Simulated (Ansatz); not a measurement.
## Equation of state of YTl from a dense series

```yaml
crystal:
  lattice:
    - [3.75100, 0.00000, 0.00000]
    - [0.00000, 3.75100, 0.00000]
    - [0.00000, 0.00000, 3.75100]
  atoms:
    - { symbol: Y, position: [0.50000, 0.50000, 0.50000] }
    - { symbol: Tl, position: [0.00000, 0.00000, 0.00000] }
```

Atom numbers follow the list: Y1, Tl2.

The cell comes from COD entry 1527195, which wasn't checked; take it as a given geometry.

No spin–orbit coupling, which matters for the heavy atoms here.

Method: Ansatz 0.2.0, DFT, LDA, all-electron LAPW, scalar-relativistic.

Settings: a Γ-centred 11×11×11 k mesh, Fermi–Dirac smearing of 0.08 eV, basis error target 0.25 meV/atom, no spin polarisation.

The cell is scaled evenly. Fractional coordinates are held (clamped ions).

```
V (Å³/atom)  P (GPa)
     24.805     1.05
     25.333    -0.46
     25.861    -1.80
     26.124    -2.41
     26.388    -2.99
     26.652    -3.53
     26.916    -4.03
     27.444    -4.95
```

Problem. Fit a third-order Birch–Murnaghan curve to the pressures.

Solution. P = (3B0/2)(y^(7/2) − y^(5/2))[1 + (3/4)(B0′ − 4)(y − 1)] with y = (V0/V)^(2/3) fits within 0.01 GPa for V0 = 25.164 Å³/atom, B0 = 70.6 GPa and B0′ = 4.91.

Problem. Predict the pressure at the withheld volume, 27.972 Å³/atom.

Solution. There y = 0.9319, so the fit gives -5.77 GPa; the run gave -5.77 GPa.
